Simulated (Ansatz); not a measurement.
According to the program Ansatz at the r²SCAN level (PAW), Bi in the diamond structure (Fd-3m) relaxes to a = 7.235 Å. Bi has 4 nearest neighbours from 3.13 Å (tetrahedral).

Electronic character: metallic (no gap). Gap from r²SCAN with spin–orbit coupling: none (metallic).

The bulk modulus is 31.5 GPa. The relaxed-ion elastic constants in GPa are C11 = 31.3, C12 = 31.9, C44 = -15.0.

The start of the workflow was typed in or built on a structure type; neither database checked (COD, Materials Project) lists it. It is not the phase usual at ambient conditions (space group No. 166). Symmetry was held in the r²SCAN relaxation. At this level the phase is mechanically unstable. As this level gives no gap, shear constants depend on the k-mesh and smearing (Fermi–Dirac, 0.1 eV here). Spin–orbit coupling is left out wherever it is not named.

Potentials: the earlier of the program's two PAW sets.
